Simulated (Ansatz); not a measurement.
The relaxed structure here is a generated cell of Au: the first start was made by placing the elements on the sites of a structure type, and the end was not matched to a known phase here, so it may be hypothetical. Known forms of Au include space group No. 225.

One starting cell of Au (a generated cell, Au placed in the omega structure type) was relaxed twice with Ansatz (plane waves, PAW, scalar-relativistic): with r2SCAN at 500 eV and with PBE at 420 eV. The r2SCAN result:

```xyz
3
Lattice="4.7118 0.0000 0.0000 -2.3559 4.0806 0.0000 0.0000 0.0000 2.7948" Properties=species:S:1:pos:R:3 pbc="T T T"
Au     0.0000     0.0000     0.0000
Au     0.0000     2.7204     1.3974
Au     2.3559     1.3602     1.3974
```

```
quantity                          r2SCAN     PBE
--------------------------------  ------  ------
space group                       P6/mmm  P6/mmm
volume (Å³/atom)                   17.91   18.35
a (Å)                              4.712   4.752
c (Å)                              2.795   2.814
gap (eV, no spin-orbit coupling)    0.00    0.00
```

Both levels end in the same structure; PBE's volume is 2.4 % larger. Neither column is exact.

No spin polarisation in the result.

The run could not lose the symmetry of its start: the end is stationary, and may be a saddle point rather than a minimum.

All atoms sit on sites fixed by symmetry, so only the cell could relax.

Ansatz is a program for electronic structure.
